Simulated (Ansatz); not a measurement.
**NMR crystallography of MoS2 with arsenic replacing S: given against relaxed positions**

Start: a supercell of MoS2 (space group P6_3/mmc) built from a COD entry, with all atoms left at the host's positions.

```
CELL_PARAMETERS angstrom
9.50700 0.00000 0.00000
-3.16900 5.48887 0.00000
0.00000 0.00000 12.32400
ATOMIC_POSITIONS crystal
Mo 0.11111 0.33333 0.25000
Mo 0.11111 0.83333 0.25000
Mo 0.44444 0.33333 0.25000
Mo 0.44444 0.83333 0.25000
Mo 0.77778 0.33333 0.25000
Mo 0.77778 0.83333 0.25000
Mo 0.22222 0.16667 0.75000
Mo 0.22222 0.66667 0.75000
Mo 0.55556 0.16667 0.75000
Mo 0.55556 0.66667 0.75000
Mo 0.88889 0.16667 0.75000
Mo 0.88889 0.66667 0.75000
As 0.11111 0.33333 0.62300
S 0.11111 0.83333 0.62300
S 0.44444 0.33333 0.62300
S 0.44444 0.83333 0.62300
S 0.77778 0.33333 0.62300
S 0.77778 0.83333 0.62300
S 0.22222 0.16667 0.12300
S 0.22222 0.66667 0.12300
S 0.55556 0.16667 0.12300
S 0.55556 0.66667 0.12300
S 0.88889 0.16667 0.12300
S 0.88889 0.66667 0.12300
S 0.11111 0.33333 0.87700
S 0.11111 0.83333 0.87700
S 0.44444 0.33333 0.87700
S 0.44444 0.83333 0.87700
S 0.77778 0.33333 0.87700
S 0.77778 0.83333 0.87700
S 0.22222 0.16667 0.37700
S 0.22222 0.66667 0.37700
S 0.55556 0.16667 0.37700
S 0.55556 0.66667 0.37700
S 0.88889 0.16667 0.37700
S 0.88889 0.66667 0.37700
```

Atoms are numbered from 1 in the order listed; like atoms form one site, named after its first atom.

Level of theory: DFT, PBE, plane waves and PAW, scalar-relativistic, 420 eV cutoff, Γ-centred 3×4×2 k-points, Fermi–Dirac smearing 0.01 eV, cell charge -1 (Ansatz 0.2.0).

The largest force at the start is 3.4 eV/Å. Relaxing the ions at fixed cell moves them by 0.183 Å at most (atom 13, As) and 0.033 Å rms.

| site | atom | moved (Å) | first shell before | first shell after | V_zz before (10²¹ V/m²) | η before |
| --- | --- | --- | --- | --- | --- | --- |
| Mo7 | 7 | 0.023 | 5 S at 2.41 Å, 1 As at 2.41 Å | 5 S at 2.39–2.41 Å, 1 As at 2.55 Å | -9.31 | 0.09 |
| Mo9 | 9 | 0.023 | 6 S at 2.41 Å | 6 S at 2.40–2.41 Å | -7.01 | 0.25 |
| Mo11 | 11 | 0.021 | 5 S at 2.41 Å, 1 As at 2.41 Å | 5 S at 2.39–2.41 Å, 1 As at 2.55 Å | -9.13 | 0.14 |
| As | 13 | 0.183 | 3 Mo at 2.41 Å | 3 Mo at 2.55 Å | -14.06 | 0.01 |
| S14 | 14 | 0.016 | 3 Mo at 2.41 Å | 3 Mo at 2.41 Å | -5.24 | 0.10 |
| S17 | 17 | 0.016 | 3 Mo at 2.41 Å | 3 Mo at 2.40–2.41 Å | -5.19 | 0.12 |
| S18 | 18 | 0.016 | 3 Mo at 2.41 Å | 3 Mo at 2.40–2.41 Å | -5.18 | 0.15 |
| S25 | 25 | 0.016 | 3 Mo at 2.41 Å | 3 Mo at 2.39 Å | -4.86 | 0.01 |
| S26 | 26 | 0.022 | 3 Mo at 2.41 Å | 3 Mo at 2.40–2.41 Å | -4.50 | 0.07 |
| S31 | 31 | 0.003 | 3 Mo at 2.41 Å | 3 Mo at 2.41 Å | -5.09 | 0.02 |

(1) What are V_zz and η after the relaxation?

Results:

(1) 

```csv
site,atom,V_zz after,η after,change of V_zz
Mo7,7,-7.80,0.06,+1.51
Mo9,9,-7.10,0.22,-0.09
Mo11,11,-7.66,0.12,+1.47
As,13,-12.51,0.02,+1.55
S14,14,-5.35,0.23,-0.11
S17,17,-5.23,0.16,-0.04
S18,18,-5.25,0.16,-0.07
S25,25,-5.21,0.02,-0.35
S26,26,-4.49,0.11,+0.01
S31,31,-4.96,0.03,+0.13
```

The largest change of V_zz is on As, from -14.06 to -12.51. The whole tensor moves most on Mo7, by 2.54 along its most changed direction. In per cent, |V_zz| changes by -16 to +1 on Mo, -11 on As, -3 to +7 on S (all sites that start above 0.5). The table leaves out 24 of the 34 sites, with |V_zz| up to 7.92; their tensors move by 0.28 at most along any direction. The statements above cover all sites. The host's own positions weren't relaxed first, so part of the change far from the defect can be the host's relaxation.

The defect repeats with the cell of 36 atoms, so it feels its images: sites between two images don't show the values beside a lone defect, and zeros or small values of η there can come from the images' arrangement. Mo and S carry a gradient in the pure host already, so the values there aren't the defect's effect alone. A uniform background compensates the cell's charge. Without spin–orbit coupling (the program notes it for Mo) the gradients can shift somewhat, as the gap is small.
Before: The neighbours have not yet relaxed around the defect (largest force 3.4 eV/Å), so the values at and beside it are those of a strained start, not of the defect in a real crystal.
